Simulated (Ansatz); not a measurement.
SrTiO₃ (Pm-3m), comparing deformations

Method: DFT PBEsol, scalar-relativistic, plane waves, PAW in Ansatz 0.2.0. The runs took a 420 eV cutoff, a Γ-centred 8×8×8 mesh and Gaussian smearing (0.05 eV). No spin polarisation. Energies are free energies at this smearing, counted from the undisturbed cell; pressure is positive in compression.

Zero of the scan (relaxed at this level; it needn't be the usual structure):

```yaml
crystal:
  lattice:
    - [3.89112, 0.00000, 0.00000]
    - [0.00000, 3.89112, 0.00000]
    - [0.00000, 0.00000, 3.89112]
  atoms:
    - { symbol: Sr, position: [0.00000, 0.00000, 0.00000] }
    - { symbol: Ti, position: [0.50000, 0.50000, 0.50000] }
    - { symbol: O, position: [0.00000, 0.50000, 0.50000] }
    - { symbol: O, position: [0.50000, 0.00000, 0.50000] }
    - { symbol: O, position: [0.50000, 0.50000, 0.00000] }
```

The cell is strained by ε times a Voigt pattern (xx, yy, zz, yz, xz, xy; engineering shear) with fractional coordinates fixed. τ = (1/V0) dE/dε comes from the stress tensor. Of each scan, only the three points used here are listed.

```
            pattern        ε  τ (GPa)
 (0, 0, 0, 1, 0, 0)  -0.0100    -1.14
 (0, 0, 0, 1, 0, 0)   0.0000     0.00
 (0, 0, 0, 1, 0, 0)   0.0050     0.57
(1, -1, 0, 0, 0, 0)  -0.0250   -12.54
(1, -1, 0, 0, 0, 0)   0.0000     0.00
(1, -1, 0, 0, 0, 0)   0.0125     6.18
```

Which constants do the scans give, and which deformation costs least for the same size of strain tensor?

The slope dτ/dε at zero (parabola through three points) is pᵀCp: (0, 0, 0, 1, 0, 0) gives C44 = 114 GPa; (1, -1, 0, 0, 0, 0) gives 2(C11 − C12) = 497 GPa. The size of the strain tensor, ε:ε, is ε² times 0.5, 2.0. Per unit of it the stiffnesses are 229, 248 GPa, so (0, 0, 0, 1, 0, 0) is the softest of these: at ε:ε = (1 %)² the quadratic term costs 0.84 meV/atom against 0.91 for the stiffest. These are clamped-ion values.

How anisotropic is this cubic crystal?

Zener's ratio 2 C44/(C11 − C12) = 0.92 with clamped ions; it is 1 for an isotropic solid.

Symmetry holds off the tilts and polar distortions that many cubic perovskites undergo.

Cost: 17 runs of about 3 core-minutes in all, on Arm Neoverse V1 (shared hosts).